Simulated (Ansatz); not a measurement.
The slice is one period of a {110} plane through atoms; its size isn't given.

Method: PBE (plane waves to 420 eV, PAW, scalar-relativistic; Ansatz, a first-principles code). These are valence fields of a PAW run, semicore shells included where kept as valence: close to a nucleus they are smooth pseudo fields.

```
|9999887755442211111111224455778899|
|8888776644332211000011223344667788|
|7777665544331111000011113344556677|
|5555444433221100000000112233444455|
|4444333322110000000000001122333344|
|3333332211110000000000001111223333|
|4444332211110000000000001111223344|
|6666554422110000000000001122445566|
|8877775544221100000000112244557777|
|9988887755331111000011113355778888|
|9999887766442211111111224466778899|
|9999998866442211111111224466889999|
|9999887766442211111111224466778899|
|9988887755331111000011113355778888|
|8877775544221100000000112244557777|
|6666554422110000000000001122445566|
|4444332211110000000000001111223344|
|3333332211110000000000001111223333|
|4444333322110000000000001122333344|
|5555444433221100000000112233444455|
|7777665544331111000011113344556677|
|8888776644332211000011223344667788|
|9999887755442211111111224455778899|
|9999887755442211111111224455778899|
```
Scale: ten equal steps from -1.45 (start of '0') to 0.88 (end of '9'), in the order '0123456789'. Values: log₁₀ of the valence density in e/Å³. The map has 17 points along u (two characters each, u = 0 at the left) and 24 along v (v = 0 in the bottom row). The scale is logarithmic, as a density can span decades between atoms and voids.

```
|xxx@@#=.  .=#@@xx|
|xx@@%*-.  .-*%@@x|
|@@@%#+:    :+#%@@|
|%%%#*=.    .=*#%%|
|===-:.      .:-==|
|                 |
|:..            ..|
|%#*-.        .-*#|
|@@@%=        =%@@|
|xx@@#.      .#@@x|
|xxx@%-      -%@xx|
|xxx@%-      -%@xx|
|xxx@%-      -%@xx|
|xx@@#.      .#@@x|
|@@@%=        =%@@|
|%#*-.        .-*#|
|:..            ..|
|                 |
|===-:.      .:-==|
|%%%#*=.    .=*#%%|
|@@@%#+:    :+#%@@|
|xx@@%*-.  .-*%@@x|
|xxx@@#=.  .=#@@xx|
|xxx@@#=.  .=#@@xx|
```
Scale: ten equal steps from 0.02 (start of ' ') to 0.86 (end of '@'), in the order ' .:-=+*#%@'. Values: electron localisation function (ELF). The map has 17 points along u (one character each, u = 0 at the left) and 24 along v (v = 0 in the bottom row). Points within 0.5 Å of a nucleus are blanked (x), as the pseudised field means little there.

Question: Which relaxed crystal do these maps come from?
A) CaO (rock salt)
B) CoO (rock salt)
C) SrO (rock salt)

Answer: A, CaO (rock salt). Atoms on the slice: O at (0.00, 0.00); Ca at (0.00, 0.50)

All were relaxed with their symmetry unable to fall. CoO is run spin-polarised and with no Hubbard U; the real compound is an antiferromagnetic insulator, a state that this run doesn't describe. Relaxed CoO ends ferromagnetic. Other magnetic orders were not checked, so this need not be the ground state. (This holds for the magnetic or f-shell members.)
